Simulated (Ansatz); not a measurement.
# Cd2HgTe3: vibrational free energy, entropy and heat capacity

These are results of Ansatz 0.2.0, DFT PBE, scalar-relativistic, plane waves, PAW, not measurements. Cutoff 420 eV, 12×12×4 k-points (Γ-centred), Fermi-Dirac smearing of 0.15 eV. No spin polarisation. Phonons by linear response, acoustic sum rule imposed.

The cell, relaxed at this level:
```
Cd Hg Te
1.0
     4.69057    0.00000    0.00000
    -2.34529    4.06216    0.00000
     0.00000    0.00000   11.47352
Cd Hg Te
2 1 3
Direct
  0.00000 0.00000 0.00054
  0.66667 0.33333 0.33337
  0.33333 0.66667 0.66673
  0.00000 0.00000 0.75065
  0.33333 0.66667 0.41565
  0.66667 0.33333 0.08306
```

It was reached by relaxing an invented guess, and it needn't be the stable form of this composition. In a metal, frequencies and elastic constants depend on the k mesh and the smearing, soft modes and shear constants most. Spin–orbit coupling is left out, which matters for heavy elements. The q mesh is coarse, so values between its points are rough.

Force constants from linear response on a 2×2×1 q mesh, interpolated to a fine mesh.

Task: How much zero-point energy does an atom carry?

Result: 16.3 meV.

Task: How large are the vibrational entropy and heat capacity at 300 K?

Result: S = 6.23 k_B and C_V = 2.94 k_B per atom, 98 % of the Dulong–Petit value.

Task: Tabulate them against temperature.

Result:
```csv
T (K),F_vib (meV/atom),S (k_B/atom),C_V (k_B/atom)
100,2.8,3.14,2.56
200,-33.3,5.05,2.87
300,-82.2,6.23,2.94
400,-139.7,7.08,2.96
500,-203.6,7.74,2.97
600,-272.7,8.28,2.98
700,-346.1,8.74,2.98
800,-423.1,9.14,2.98
900,-503.4,9.49,2.99
1000,-586.5,9.80,2.99
```
